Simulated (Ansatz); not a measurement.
Relaxation of a generated trial cell of Ti in the omega structure type; 3 atoms in the cell, which starts as P6/mmm (No. 191), hP3; a = b = 4.634 Å, c = 2.819 Å, α = β = 90.00°, γ = 120.00°. Computed with PBEsol (plane waves to 420 eV, PAW, scalar-relativistic; Ansatz, a program for electronic structure). Γ-centred k-mesh 8×8×11 on the run's cell (coarser than for final values), Fermi–Dirac smearing 0.05 eV. This is the first round of the run. 

The optimiser's lines from the output (shortened; P is positive under compression):

```
relax step   1: F+E_penalty+E_count = -7421.68578096 eV  Δ(F+E_penalty+E_count) = +0.000e0 eV  max|allowed force component| = 7.401e-17 eV/Å  Δτ_max = 0.0000 Å  P = -6.373 GPa  Ω = 52.429 Å³  (8 SCF iters, dr2 threshold 1.00e-7 eV, accepted)
relax step   2: F+E_penalty+E_count = -7421.70462025 eV  Δ(F+E_penalty+E_count) = -1.884e-2 eV  max|allowed force component| = 3.701e-16 eV/Å  Δτ_max = 0.0000 Å  P = +6.879 GPa  Ω = 46.868 Å³  (6 SCF iters, dr2 threshold 3.00e-7 eV, accepted)
relax step   3: F+E_penalty+E_count = -7421.75561931 eV  Δ(F+E_penalty+E_count) = -5.100e-2 eV  max|allowed force component| = 5.181e-16 eV/Å  Δτ_max = 0.0000 Å  P = -0.454 GPa  Ω = 49.572 Å³  (6 SCF iters, dr2 threshold 3.00e-7 eV, accepted)
relax step   4: F+E_penalty+E_count = -7421.75599373 eV  Δ(F+E_penalty+E_count) = -3.744e-4 eV  max|allowed force component| = 2.220e-16 eV/Å  Δτ_max = 0.0000 Å  P = +0.002 GPa  Ω = 49.380 Å³  (6 SCF iters, dr2 threshold 3.00e-7 eV, accepted)
relax step   5: F+E_penalty+E_count = -7421.75524326 eV  Δ(F+E_penalty+E_count) = +7.505e-4 eV  max|allowed force component| = 7.401e-17 eV/Å  Δτ_max = 0.0000 Å  P = +0.017 GPa  Ω = 49.380 Å³  stress off target by 2.36e-2 GPa  SCF on the basis re-selected at this cell (its energy is not comparable with the rows above)  (6 SCF iters)
relax step   6: F+E_penalty+E_count = -7421.75524219 eV  Δ(F+E_penalty+E_count) = +1.070e-6 eV  max|allowed force component| = 1.480e-16 eV/Å  Δτ_max = 0.0000 Å  P = -0.000 GPa  Ω = 49.387 Å³  (7 SCF iters, dr2 threshold 1.40e-9 eV, accepted)
relax step   7: F+E_penalty+E_count = -7421.75524323 eV  Δ(F+E_penalty+E_count) = -1.040e-6 eV  max|allowed force component| = 7.401e-17 eV/Å  Δτ_max = 0.0000 Å  P = -0.000 GPa  Ω = 49.387 Å³  stress off target by 7.89e-4 GPa  SCF on the basis re-selected at this cell (its energy is not comparable with the rows above)  (8 SCF iters)
```

From the first to the last row the energy changes by -0.02 eV/atom and the volume by -5.8 %. The last row is marked as not comparable with the walk above it, whose basis was carried along; it does compare with step 1, since both stand on a basis selected at the nominal cutoff for their own cell.

Later rounds, restarted from the end of this one on a renewed k-mesh, logged 6 more steps and released under 0.01 eV/atom more. The final structure after all rounds: P6/mmm (No. 191), hP3; a = b = 4.514 Å, c = 2.799 Å, α = β = 90.00°, γ = 120.00°. Between re-selections the logged energies stand on a plane-wave basis carried along with the cell. No spin polarisation in the result.

The run could not lose the symmetry of its start, so the end can be a saddle point.

All atoms sit on sites fixed by symmetry, so only the cell could relax.

The relaxed structure here is a generated cell of Ti: the first start was made by placing the elements on the sites of a structure type, and the end was not matched to a known phase here, so it may be hypothetical. Known forms of Ti include space group No. 194.
